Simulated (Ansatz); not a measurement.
**HfN: from a starting cell to a relaxed one**

The start is a generated trial cell of HfN in the NbAs structure type. Cell shape, volume and atoms are optimised at zero target pressure with PBE (plane waves to 420 eV, PAW, scalar-relativistic; Ansatz, a program for electronic structure). The first steps use a coarse 11×11×11 k-mesh.

Initial structure:
```yaml
crystal:
  lattice:
    - [-1.48689, 1.48689, 5.03386]
    - [1.48689, -1.48689, 5.03386]
    - [1.48689, 1.48689, -5.03386]
  atoms:
    - { symbol: Hf, position: [0.50000, 0.50000, 0.00000] }
    - { symbol: Hf, position: [0.25000, 0.75000, 0.50000] }
    - { symbol: N, position: [0.91600, 0.91600, 0.00000] }
    - { symbol: N, position: [0.66600, 0.16600, 0.50000] }
```

Initial pressure: +24 GPa (positive: the cell is compressed)
Largest initial force: about 0.7 eV/Å, on Hf1, Hf2, N3, N4 (atoms numbered as listed)
Outcome: The space group stays I4₁md (No. 109) (the run could not lower it), with 4 atoms in the primitive cell
Volume change: +8.9 %, from 11.13 to 12.11 Å³/atom
Shortest distances (start → end): The closest pairs of elements (up to four, under 3.6 Å), start → end: Hf–N 2.24 → 2.27 Å; N–N 2.92 → 2.99 Å; Hf–Hf 2.92 → 2.99 Å
Optimiser moves: 10

Relaxed structure:

Space group I4₁md (No. 109); a = b = 2.990 Å, c = 10.841 Å, α = β = γ = 90.00°

| atom | site | symmetry | x | y | z |
|---|---|---|---|---|---|
| Hf | 4a | 2mm. | 0.0000 | 0.0000 | 0.7545 |
| N | 4a | 2mm. | 0.0000 | 0.0000 | 0.1615 |
(The calculation used a cell of 4 atoms; values per cell refer to that cell.)

Final values are on a 22×22×22 k-mesh of the relaxed cell. No spin polarisation in the result.

The run could not lose the symmetry of its start, so the end can be a saddle point.

The relaxed structure here is a generated cell of HfN: the first start was made by placing the elements on the sites of a structure type, and the end was not matched to a known phase here, so it may be hypothetical. Known forms of HfN include space group No. 225.
